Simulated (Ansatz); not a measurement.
Input and steps of a relaxation of cell and atoms on an ordered 8-atom cell of In₄SbAs₃ on the wurtzite lattice (Cm) (the plane-wave code Ansatz, PBE). The starting cell was estimated from covalent radii.

```yaml
crystal:
  lattice:
    - [7.9292984498, -2.1448752809, 0.0]
    - [7.9292984498, 2.1448752809, 0.0]
    - [-3.4811326623, 0.0, 6.5641141849]
  atoms:
    - { symbol: As, position: [1.0, 1.0, 0.6666666667] }
    - { symbol: As, position: [0.75, 0.75, 0.0833333333] }
    - { symbol: In, position: [0.1875, 0.1875, 0.8541666667] }
    - { symbol: In, position: [0.9375, 0.9375, 0.2708333333] }
    - { symbol: As, position: [0.5, 0.5, 0.1666666667] }
    - { symbol: Sb, position: [0.25, 0.25, 0.5833333333] }
    - { symbol: In, position: [0.6875, 0.6875, 0.3541666667] }
    - { symbol: In, position: [0.4375, 0.4375, 0.7708333333] }
kpoints:
  mp_grid: { grid: [6, 6, 4] }
hamiltonian:
  xc: pbe
scf:
  occupations: { method: fermi_dirac, width: 0.02 }
relax:
  f_tol: 0.005
  cell: {}
```

The trajectory has 8 recorded frames, each with fractional positions and then forces in eV/Å along x, y and z. The last, and any step after a large change of cell, is solved on a basis re-selected at its cell; pressure is positive in compression.

Step 1: energy 0.0 meV/atom from step 1, largest force component 1.485 eV/Å, pressure +7.11 GPa; a = 8.214 Å, b = 8.214 Å, c = 7.430 Å, α = 116.89°, β = 116.89°, γ = 30.27°
```
As 0.0000 0.0000 0.6667     0.045   0.000   0.069
As 0.7500 0.7500 0.0833    -0.091   0.000   0.008
In 0.1875 0.1875 0.8542    -0.968   0.000   0.887
In 0.9375 0.9375 0.2708     0.006   0.000  -0.001
As 0.5000 0.5000 0.1667     0.014   0.000  -0.033
Sb 0.2500 0.2500 0.5833    -0.023   0.000  -0.078
In 0.6875 0.6875 0.3542    -0.169   0.000  -1.485
In 0.4375 0.4375 0.7708     1.186   0.000   0.634
```

Step 2: energy -81.0 meV/atom from step 1, largest force component 0.754 eV/Å, pressure +0.06 GPa; a = 8.544 Å, b = 8.544 Å, c = 7.697 Å, α = 116.78°, β = 116.78°, γ = 30.19°
```
As 0.0015 0.0015 0.6671     0.066   0.000   0.055
As 0.7507 0.7507 0.0834     0.048   0.000  -0.011
In 0.1840 0.1840 0.8715     0.449   0.000  -0.451
In 0.9372 0.9372 0.2710     0.056   0.000  -0.005
As 0.4977 0.4977 0.1656    -0.168   0.000  -0.053
Sb 0.2505 0.2505 0.5842     0.019   0.000  -0.011
In 0.6790 0.6790 0.3249     0.071   0.000   0.754
In 0.4495 0.4495 0.7822    -0.542   0.000  -0.277
```

Question: Estimate where the relaxation ends.

Answer:
Step 3: energy -89.6 meV/atom from step 1, largest force component 0.099 eV/Å, pressure -0.59 GPa; a = 8.595 Å, b = 8.595 Å, c = 7.730 Å, α = 116.67°, β = 116.67°, γ = 30.13°
```
As 0.0039 0.0039 0.6723    -0.061   0.000  -0.093
As 0.7499 0.7499 0.0850     0.074   0.000  -0.031
In 0.1873 0.1873 0.8632     0.009   0.000   0.076
In 0.9373 0.9373 0.2731    -0.049   0.000   0.038
As 0.4967 0.4967 0.1639    -0.008   0.000   0.032
Sb 0.2504 0.2504 0.5800    -0.014   0.000   0.079
In 0.6806 0.6806 0.3361    -0.039   0.000  -0.099
In 0.4439 0.4439 0.7764     0.087   0.000  -0.002
```

Step 4: energy -90.9 meV/atom from step 1, largest force component 0.026 eV/Å, pressure -0.12 GPa; a = 8.557 Å, b = 8.557 Å, c = 7.702 Å, α = 116.71°, β = 116.71°, γ = 30.17°
```
As 0.0031 0.0031 0.6704    -0.003   0.000  -0.005
As 0.7503 0.7503 0.0845    -0.004   0.000   0.002
In 0.1871 0.1871 0.8646     0.026   0.000  -0.008
In 0.9371 0.9371 0.2731    -0.004   0.000   0.003
As 0.4964 0.4964 0.1642     0.013   0.000   0.006
Sb 0.2506 0.2506 0.5815     0.002   0.000   0.017
In 0.6804 0.6804 0.3350    -0.018   0.000  -0.006
In 0.4448 0.4448 0.7767    -0.012   0.000  -0.010
```

Step 5: energy -90.9 meV/atom from step 1, largest force component 0.009 eV/Å, pressure 0.00 GPa; a = 8.552 Å, b = 8.552 Å, c = 7.697 Å, α = 116.68°, β = 116.68°, γ = 30.13°
```
As 0.0034 0.0034 0.6704    -0.005   0.000  -0.002
As 0.7503 0.7503 0.0850    -0.004   0.000  -0.001
In 0.1874 0.1874 0.8645     0.009   0.000   0.003
In 0.9370 0.9370 0.2733     0.001   0.000   0.002
As 0.4963 0.4963 0.1639     0.001   0.000   0.000
Sb 0.2508 0.2508 0.5817     0.001   0.000   0.003
In 0.6800 0.6800 0.3348    -0.004   0.000  -0.002
In 0.4447 0.4447 0.7764     0.001   0.000  -0.003
```

Step 6 (rejected): energy -90.9 meV/atom from step 1, largest force component 0.017 eV/Å, pressure +0.02 GPa; a = 8.545 Å, b = 8.545 Å, c = 7.701 Å, α = 116.73°, β = 116.73°, γ = 30.18°
```
As 0.0034 0.0034 0.6703     0.015   0.000   0.006
As 0.7501 0.7501 0.0850     0.013   0.000   0.006
In 0.1878 0.1878 0.8649    -0.017   0.000  -0.009
In 0.9371 0.9371 0.2735    -0.006   0.000  -0.003
As 0.4961 0.4961 0.1636     0.003   0.000  -0.001
Sb 0.2507 0.2507 0.5816     0.005   0.000   0.000
In 0.6799 0.6799 0.3349    -0.010   0.000  -0.001
In 0.4448 0.4448 0.7762    -0.003   0.000   0.003
```

Step 7: energy -90.9 meV/atom from step 1, largest force component 0.001 eV/Å, pressure 0.00 GPa; a = 8.550 Å, b = 8.550 Å, c = 7.697 Å, α = 116.69°, β = 116.69°, γ = 30.16°
```
As 0.0035 0.0035 0.6704     0.001   0.000   0.000
As 0.7503 0.7503 0.0851     0.000   0.000  -0.001
In 0.1877 0.1877 0.8648     0.001   0.000   0.000
In 0.9370 0.9370 0.2733    -0.001   0.000   0.000
As 0.4962 0.4962 0.1637     0.000   0.000  -0.001
Sb 0.2508 0.2508 0.5816     0.001   0.000   0.001
In 0.6798 0.6798 0.3349    -0.001   0.000  -0.001
In 0.4448 0.4448 0.7762     0.000   0.000   0.000
```

Step 8: energy -91.6 meV/atom from step 1, largest force component 0.001 eV/Å, pressure -0.01 GPa; a = 8.550 Å, b = 8.550 Å, c = 7.697 Å, α = 116.69°, β = 116.69°, γ = 30.16°
```
As 0.0035 0.0035 0.6704     0.001   0.000   0.000
As 0.7503 0.7503 0.0851     0.000   0.000  -0.001
In 0.1877 0.1877 0.8648     0.001   0.000   0.000
In 0.9370 0.9370 0.2733    -0.001   0.000   0.000
As 0.4962 0.4962 0.1637     0.000   0.000  -0.001
Sb 0.2508 0.2508 0.5816     0.001   0.000   0.001
In 0.6798 0.6798 0.3349    -0.001   0.000  -0.001
In 0.4448 0.4448 0.7762     0.000   0.000   0.000
```

The walk took 7 steps, besides SCFs solved again on a fresh basis, and changed the volume by +12.1 %. The last SCF, on a fresh basis, lies 91.6 meV an atom below the first. At the end: space group Cm (No. 8), monoclinic; a = 16.511 Å, b = 4.449 Å, c = 7.697 Å, β = 117.7° in the conventional setting, 31.28 Å³ an atom. Around As lie 4 In at 2.69–2.72 Å; around As lie 4 In at 2.67–2.73 Å; around In lie 3 As at 2.69 Å and 1 Sb at 2.82 Å; around In lie 4 As at 2.72–2.73 Å; around Sb lie 4 In at 2.80–2.84 Å; around In lie 2 As at 2.67–2.69 Å and 2 Sb at 2.80 Å; around In lie 3 As at 2.69–2.70 Å and 1 Sb at 2.84 Å.

Run as `ansatz run input.yaml --threads 4 --pin off --max-ram 6451MiB --backend cpu --events-out ev --progress --plain --runs-dir out`.

Question: What wall time did it need on 4 threads of Arm Neoverse V2, with other jobs on the host, and how much host memory at the peak?

Answer: About 100 s, with a peak of 1.1 GiB.

The calculation is spin-unpolarised, and the structure need not be a phase that has been made.
